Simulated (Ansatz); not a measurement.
Structures of K3Sc: which is lowest?

Plane-wave DFT in Ansatz with scalar-relativistic PAW potentials, cutoff 420 eV, Γ-centred meshes chosen by cell and gap, Gaussian smearing with energies taken to zero width. Every cell was relaxed (cell and atoms) in a run of its own, within the symmetry of its start. Functional: PBE.

Relaxed structures (starts from databases or built by putting these elements on another compound's sites):
A. P6_3/mmc, 8 atoms in the computed cell, a = 8.516 Å, c = 6.945 Å; sites (symmetry × multiplicity) K mm2 × 6, Sc -6m2 × 2; start: built
B. I4/mmm, 4 atoms in the computed cell, a = 5.928 Å, c = 12.310 Å; sites (symmetry × multiplicity) K -4m2 × 4 + 4/mmm × 2, Sc 4/mmm × 2; start: built
C. Pm-3m, 4 atoms in the computed cell, a = 5.990 Å; sites (symmetry × multiplicity) K 4/mm.m × 3, Sc m-3m × 1; start: built

Rank them by energy. Could pressure change the order?

| structure | group | E − E(lowest) (meV/atom) | V (Å³/atom) | gap on mesh (eV) |
| --- | --- | --- | --- | --- |
| B | I4/mmm | 0.0 | 54.07 | 0.00 |
| A | P6_3/mmc | 0.2 | 54.53 | 0.00 |
| C | Pm-3m | 3.0 | 53.72 | 0.00 |

B and A are level within the 5 meV/atom that separate runs leave open. The two lowest differ in volume by under 3 %, too little for a first-order estimate of what pressure does to that pair (other pairs aren't weighed here). Other structures may lie lower than all of these, and vibrations aren't counted.